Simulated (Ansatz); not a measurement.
## Compressing In$_{2}$O$_{3}$: a fit and a missing row

In$_{2}$O$_{3}$, R-3c, a = 5.508 Å, c = 14.560 Å. This isn't the usual stable structure of the compound. Ansatz: r2SCAN, PAW, 500 eV, Γ-centred 6×6×6 mesh on 10 atoms, Gaussian smearing 0.02 eV; no spin polarisation. Shape and atoms are relaxed at each volume; pressure is positive in compression.

| V (Å³/atom) | P (GPa) |
| --- | --- |
| 11.221 | ? |
| 11.603 | 19.58 |
| 11.986 | 12.13 |
| 12.369 | 5.63 |
| 12.751 | 0.01 |
| 13.134 | -4.80 |
| 13.516 | -8.92 |
| 14.026 | -13.46 |

Problem. Take V0 = 12.751 Å³/atom, count pressures from its P0 = 0.01 GPa, fit the third-order Birch–Murnaghan form to the other rows, and predict the missing pressure.

Solution. With the Eulerian strain f = ½[(V0/V)^(2/3) − 1] and y = (P − P0)/[3f(1 + 2f)^(5/2)], the form is the line y = B0 + 1.5 B0 (B0′ − 4) f. Rows (f, y): 0.03246, 171.7; 0.02105, 173.1; 0.01024, 173.9; -0.00977, 172.4; -0.01905, 172.2; -0.03078, 171.0. Means f = 0.0006917, y = 172.38; Σ(Δf)² = 0.003005, ΣΔfΔy = 0.05434; the slope is their ratio. y = 172.4 + 18.09 f GPa, so B0 = 172.4 GPa and B0′ = 4 + 2 × (18.09)/(3 × 172.4) = 4.07. At V = 11.221, f = 0.04448, y = 173.20 and P = 28.61 GPa. The run gave 28.00 GPa, so the fit is 0.61 GPa too high, 1.5 % of the span of the series, against an rms of 0.07 GPa on the fitted rows. The row lies outside the fitted range. The points of y bend away from a line: a fourth-order term fitted to them gives P = 28.13 GPa at this row's volume (the line 28.61, the run 28.00).